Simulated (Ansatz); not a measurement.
CuAu:
```yaml
crystal:
  lattice:
    - [2.76518, 0.00000, 0.00000]
    - [0.00000, 2.76518, 0.00000]
    - [0.00000, 0.00000, 3.60299]
  atoms:
    - { symbol: Cu, position: [0.50000, 0.50000, 0.50000] }
    - { symbol: Au, position: [0.00000, 0.00000, 0.00000] }
```

Relaxed with LDA. Special points in fractions of this cell's reciprocal vectors: Γ (0.000, 0.000, 0.000); X (0.000, 0.500, 0.000); M (0.500, 0.500, 0.000); Z (0.000, 0.000, 0.500); R (0.000, 0.500, 0.500); A (0.500, 0.500, 0.500).

### Question
List the band energies nearest the Fermi level at these points for plane-wave PAW LDA (Ansatz code).

### Answer
In eV from the Fermi level; about four levels below and three above (degenerate sets whole), none deeper than 8.9 eV; points with the same levels are listed once.

```
k                    below                  above
-  -----------------------  ---------------------
Γ  -2.29 -1.80 -1.55 -1.55  2.01 8.54 10.02 10.02
X  -2.64 -2.42 -0.98 -0.13        9.63 9.82 11.76
M  -1.78 -1.67 -1.44 -1.44         0.40 0.40 5.37
Z  -2.57 -2.57 -2.57 -2.16      14.52 14.86 14.86
R  -1.70 -1.62 -1.35 -1.34        2.84 4.63 15.91
A  -3.30 -2.34 -1.78 -1.67         5.35 5.58 5.58
```

Space group P4/mmm (L1₀ or tetragonal B2). The LDA relaxation kept the symmetry of its start; of distortions, only those at the zone centre were tested. The run is not spin-polarised. Scalar-relativistic: spin–orbit coupling is off unless named, which matters more the heavier the elements.

Potentials: the earlier of the program's two PAW sets.
